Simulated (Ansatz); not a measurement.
Relaxed-ion elastic tensor of YTl3 (Cu3Au type, Pm-3m) in GPa (Voigt order), the program Ansatz at the PBEsol level (PAW); density 11.39 g/cm³, 25.58 Å³ per atom.

```
78.9  46.0  46.0   0.0   0.0   0.0
46.0  78.9  46.0   0.0   0.0   0.0
46.0  46.0  78.9   0.0   0.0   0.0
 0.0   0.0   0.0  25.3   0.0   0.0
 0.0   0.0   0.0   0.0  25.3   0.0
 0.0   0.0   0.0   0.0   0.0  25.3
```

Question: Is the crystal mechanically stable?

Answer: Yes: the smallest eigenvalue of C is 25.3 GPa.

Question: Work out the Voigt, Reuss and Hill averages.

Answer: K_V = 57.0, K_R = 57.0, K_H = 57.0; G_V = 21.7, G_R = 20.8, G_H = 21.3 GPa.

Question: Give Young's modulus, Poisson's ratio, Pugh's ratio and the universal anisotropy index.

Answer: E = 9KG/(3K + G) = 56.7 GPa; ν = 0.33; K/G = 2.68 (ductile by the Pugh limit of 1.75); A_U = 5G_V/G_R + K_V/K_R − 6 = 0.23.

Question: Estimate the sound speeds and the Debye temperature.

Answer: v_l = √((K + 4G/3)/ρ) = 2740 m/s, v_t = √(G/ρ) = 1370 m/s, mean 1530 m/s; Θ = (h/k)(3n/4πV)^(1/3) v_m = 155 K.

Question: Give the Zener ratio and Young's modulus along [100], [110] and [111].

Answer: A = 2C44/(C11 − C12) = 1.54; 1/E = S11 − 2(S11 − S12 − S44/2)Γ with Γ = 0, 1/4, 1/3 gives 45.0, 59.1, 66.0 GPa.

The workflow started from an entry of the Crystallography Open Database (COD). Its standing as an ambient phase is unchecked. The cell was relaxed with PBEsol under the symmetry of its start; whether a distortion lowers the energy is not shown. No spin polarisation was allowed. As this level gives no gap, shear constants depend on the k-mesh and smearing (Fermi–Dirac, 0.1 eV here). Scalar-relativistic: spin–orbit coupling is off unless named, which matters more the heavier the elements.

Potentials: the later of the program's two PAW sets.
